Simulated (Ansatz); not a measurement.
# SiO$_{2}$: a fit and a missing row

SiO$_{2}$, P4_32_12, a = 4.941 Å, c = 6.860 Å. This isn't the usual stable structure of the compound. Ansatz: LDA, PAW, 420 eV, Γ-centred 6×6×4 mesh on 12 atoms, Gaussian smearing 0.02 eV; no spin polarisation. Shape and atoms are relaxed at each volume; pressure is positive in compression.

| V (Å³/atom) | P (GPa) |
| --- | --- |
| 13.116 | 0.85 |
| 13.534 | 0.41 |
| 13.953 | 0.01 |
| 14.371 | -0.32 |
| 14.790 | ? |

Take V0 = 13.953 Å³/atom, count pressures from its P0 = 0.01 GPa, fit the third-order Birch–Murnaghan form to the other rows, and predict the missing pressure.

With the Eulerian strain f = ½[(V0/V)^(2/3) − 1] and y = (P − P0)/[3f(1 + 2f)^(5/2)], the form is the line y = B0 + 1.5 B0 (B0′ − 4) f. Rows (f, y): 0.02105, 12.00; 0.01027, 12.34; -0.00974, 11.86. Means f = 0.007193, y = 12.067; Σ(Δf)² = 0.0004882, ΣΔfΔy = 0.003417; the slope is their ratio. y = 12.02 + 6.998 f GPa, so B0 = 12.0 GPa and B0′ = 4 + 2 × (6.998)/(3 × 12.02) = 4.39. At V = 14.790, f = -0.01905, y = 11.887 and P = -0.61 GPa. The run gave -0.58 GPa, so the fit is 0.03 GPa too low, a small miss on the scale of the series. The form still works here, 33 % of the fitted range beyond its end.

Cost: 5 runs of about 31 core-minutes in all, on AMD EPYC (Zen 3) (shared hosts).